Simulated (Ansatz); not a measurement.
## Notes on BaTiO3

```yaml
crystal:
  lattice:
    - [8.00745, 0.00000, 0.00000]
    - [0.00000, 4.00373, 0.00000]
    - [0.00000, 0.00000, 4.00373]
  atoms:
    - { symbol: Ba, position: [0.25000, 0.50000, 0.50000] }
    - { symbol: Ba, position: [0.75000, 0.50000, 0.50000] }
    - { symbol: Ti, position: [0.00000, 0.00000, 0.00000] }
    - { symbol: Ti, position: [0.50000, 0.00000, 0.00000] }
    - { symbol: O, position: [0.25000, 0.00000, 0.00000] }
    - { symbol: O, position: [0.75000, 0.00000, 0.00000] }
    - { symbol: O, position: [0.00000, 0.50000, 0.00000] }
    - { symbol: O, position: [0.50000, 0.50000, 0.00000] }
    - { symbol: O, position: [0.00000, 0.00000, 0.50000] }
    - { symbol: O, position: [0.50000, 0.00000, 0.50000] }
```

Level: r2SCAN, collinear spin; 500 eV; 3×6×6 Γ-centred mesh; fermi-dirac occupations (width 0.116 eV); Ansatz 0.2.0, fixed geometry.

The state carries no moments; the state need not be the lowest.

(1) Is there a gap, and of what kind?

(2) Which orbitals make up the band edges?

(3) Are the atoms at rest?

(4) What do density and ELF say about some of the short contacts?

(5) Is the cell too large or too small?

(6) What is the formation energy?

(7) Which element gives electrons and which takes them?

Origin: a database entry at a rescaled volume. Caveats: the input typed no starting moments.

Results:

(1) The gap is 2.15 eV, indirect or between spins (the least direct gap found is 2.27 eV).

(2) Within 0.7 eV of the edges, the states project mainly on O p (95 %) below the gap and on Ti d (90 %) above it.

(3) The forces vanish by the symmetry of the sites.

(4) Ti–O at 2.00 Å: least valence density 0.63 e/Å³ and ELF 0.19 there. Ba–O at 2.83 Å: least valence density 0.17 e/Å³ and ELF 0.08 there, a closed-shell (ionic or weak) contact. Both are smooth PAW fields, read partly inside the augmentation spheres.

(5) The pressure is -1.3 GPa (compression positive), so with the atoms held at these fractions the cell would first shrink.

(6) -3.40 eV an atom against the elements' usual phases (free molecules for gases, crystals otherwise, with no correction for O₂ or N₂), so it is bound against them; other compounds may still compete. Relaxing would lower it.

(7) Bader charges in e: Ba +1.58, Ti +2.32, O -1.30. In the mean Ti gives up most and O takes most.
